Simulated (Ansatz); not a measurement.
The start is a relaxed Si2W cell, doubled along one cell vector, shaken by Gaussian noise of σ = 0.08 Å a coordinate. Cell shape, volume and atoms are optimised at zero target pressure with PBEsol (plane waves to 420 eV, PAW, scalar-relativistic; Ansatz, a program for electronic structure). The first steps use a coarse 4×7×9 k-mesh.

Initial structure:
```
Si2W
1.0
   -3.45285     3.45285     7.56821
    1.72643    -1.72643     3.78410
    1.72643     1.72643    -3.78410
Si W
4 2
Direct
  0.36117   0.25849   0.50900
  0.86764   0.23206   0.44590
  0.12400   0.71233   0.48173
  0.61741   0.73484   0.47801
  0.26929   0.48982   0.03429
  0.74852   0.45869   0.97641
```

**Question.** How large is the pressure on the unrelaxed cell, and of which sign?

**Answer.** +3 GPa (positive: the cell is compressed).

**Question.** What is the largest force in the starting geometry, and on which atom (counted from 1)?

**Answer.** About 2.6 eV/Å, on Si1 (atoms numbered as listed).

**Question.** Is the parent structure recovered?

**Answer.** The parent structure is recovered, I4/mmm (No. 139).

**Question.** How do the shortest distances between atoms change?

**Answer.** The closest pairs of elements (up to four, under 3.6 Å), start → end: Si–Si 2.27 → 2.44 Å; Si–W 2.37 → 2.56 Å; W–W 3.34 → 3.45 Å.

**Question.** Is the relaxed structure metallic? Give its gap.

**Answer.** Zero (metallic).

The end point of the relaxation:

Space group I4/mmm (No. 139); a = 3.453 Å, b = 3.453 Å, c = 7.568 Å, α = 90.00°, β = 90.00°, γ = 90.00°

| atom | site | symmetry | x | y | z |
|---|---|---|---|---|---|
| Si | 4d | -4m2 | 0.0000 | 0.5000 | 0.2500 |
| W | 2b | 4/mmm | 0.0000 | 0.0000 | 0.5000 |
(The calculation used a cell of 3 atoms; values per cell refer to that cell.)

Final values are on a 19×19×19 k-mesh of the relaxed cell. No spin polarisation in the result.

The first start was generated by a random draw of sites in a space group. A measured structure of Si2W has the same space group, I4/mmm (No. 139); the sites were not compared with it.
